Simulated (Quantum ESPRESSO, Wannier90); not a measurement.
# SrNiF$_{6}$ (R-3m): Wannier90 run

```xyz
8
Lattice="3.5521 2.0508 2.2037 -3.5521 2.0508 2.2037 0.0000 -4.1016 2.2037" Properties=species:S:1:pos:R:3 pbc="T T T"
Sr     0.0000     0.0000     3.3055
Ni     0.0000     0.0000     0.0000
F      0.0000    -1.4186    -1.0751
F      0.0000     1.4186     1.0751
F      1.2285     0.7093    -1.0751
F     -1.2285    -0.7093     1.0751
F     -1.2285     0.7093    -1.0751
F      1.2285    -0.7093     1.0751
```

Structure: Materials Project mp-555718, symmetrised, not relaxed again. COD (Crystallography Open Database) has an entry of this formula and space group (matched by these alone). Computed values, not measurements, from PBEsol: Quantum ESPRESSO (norm-conserving PseudoDojo potentials, cutoff 79 Ry, no spin polarisation, no spin-orbit coupling) on a Γ-centred 4×4×4 mesh, then Wannier90. Density: 8×8×8 mesh, cold smearing 0.01 Ry.

A tight-binding model is made by disentanglement and projection with no localisation steps (num_iter = 0), so the 23 orbitals stay atom-like: hydrogen-like Ni: d; F: p, axes along x, y, z; frozen window up to 2.71 eV relative to the valence-band maximum. It follows pw.x to 0.2 meV rms for states up to 1.7 eV relative to the valence-band maximum. Matrix elements depend on this choice of orbitals and windows.

**Question.** What are the on-site energies relative to the valence-band maximum, and how fast do the hoppings decay?

**Answer.** 
```
atom    orbitals  energy (eV)
----  ----------  -----------
Ni2          dz2        -2.24
Ni2      dxz dyz        -1.98
Ni2   dx2-y2 dxy        -2.00
F3            pz        -2.42
F3            px        -1.74
F3            py        -2.77
F4            pz        -2.42
F4            px        -1.74
F4            py        -2.77
F5            pz        -2.42
F5            px        -2.51
F5            py        -2.00
F6            pz        -2.42
F6            px        -2.51
F6            py        -2.00
F7            pz        -2.42
F7            px        -2.51
F7            py        -2.00
F8            pz        -2.42
F8            px        -2.51
F8            py        -2.00
```

| distance of the centres (Å) | largest modulus (eV) |
|---|---|
| 1–2 | 1.4 |
| 2–3 | 0.74 |
| 3–4 | 0.15 |
| 4–5 | 0.035 |
| 5–6 | 0.099 |
| 6–7 | 0.0074 |
| 7–8 | 0.0037 |
| 8–9 | 0.0022 |
